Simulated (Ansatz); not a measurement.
Relaxed-ion elastic tensor of BaZrS3 in space group Pnma (No. 62; Ba on 4c, Zr on 4b, S on 4c, S on 8d) in GPa (Voigt order), plane-wave PAW PBE (Ansatz code); density 4.27 g/cm³, 25.26 Å³ per atom.

```
 107  40.1  58.8   0.0   0.0   0.0
40.1   132  48.9   0.0   0.0   0.0
58.8  48.9   100   0.0   0.0   0.0
 0.0   0.0   0.0  32.5   0.0   0.0
 0.0   0.0   0.0   0.0  42.3   0.0
 0.0   0.0   0.0   0.0   0.0  35.6
```

Task: Is the crystal mechanically stable?

Result: Yes: the smallest eigenvalue of C is 32.5 GPa.

Task: Work out the Voigt, Reuss and Hill averages.

Result: K_V = 70.6, K_R = 70.4, K_H = 70.5; G_V = 34.9, G_R = 32.9, G_H = 33.9 GPa.

Task: Give Young's modulus, Poisson's ratio, Pugh's ratio and the universal anisotropy index.

Result: E = 9KG/(3K + G) = 87.6 GPa; ν = 0.29; K/G = 2.08 (ductile by the Pugh limit of 1.75); A_U = 5G_V/G_R + K_V/K_R − 6 = 0.30.

Task: Estimate the sound speeds and the Debye temperature.

Result: v_l = √((K + 4G/3)/ρ) = 5210 m/s, v_t = √(G/ρ) = 2820 m/s, mean 3140 m/s; Θ = (h/k)(3n/4πV)^(1/3) v_m = 319 K.

Task: Solve the Christoffel equation for the three sound speeds along x, y, z.

Result: Eigenvalues of C_ijkl n_j n_l equal ρv². In km/s, slowest first: x 2.89, 3.15, 5.01; y 2.76, 2.89, 5.57; z 2.76, 3.15, 4.85.

Task: How much does each axis shrink under pressure?

Result: Linear compressibilities β_i = Σ_j S_ij (j = 1 to 3): x 5.0, y 4.2, z 5.0 per TPa.

The PBE relaxation kept the symmetry of its start. No spin polarisation was allowed. Scalar-relativistic: spin–orbit coupling is off unless named, which matters more the heavier the elements.

Potentials: the later of the program's two PAW sets.
